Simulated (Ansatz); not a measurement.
CuI in space group P-6m2 (No. 187; Cu on 1a, I on 1f), PBE (plane waves, PAW; program Ansatz), all energies at zero smearing, with the estimated change up to a 700 eV cutoff added, with one set of potentials and settings (totals compare only within such a set). Cell of 2 atoms (1 Cu, 1 I): -14137.550 eV.

```
element             reference phase  E (eV/atom)
-------  --------------------------  -----------
Cu       Fm-3m, 1 atoms in the cell   -6625.1757
I         Cmce, 4 atoms in the cell   -7512.9095
```

Formation energy per atom, worked out: (-14137.550 − 1×(-6625.1757) − 1×(-7512.9095))/2 = 0.268 eV/atom (26 kJ per mol of atoms), at 0 K, without zero-point energy or fitted corrections.

The cell is a constructed one: a structure type filled with these elements; neither database checked (COD, Materials Project) lists it. It is not the phase usual at ambient conditions (space group No. 216). The PBE relaxation kept the symmetry of its start; its stability against distortions is not shown here. No spin polarisation was allowed. The references are the lowest solids computed at this level, not always the standard phases. Spin–orbit coupling is left out wherever it is not named.

Potentials: the later of the program's two PAW sets.
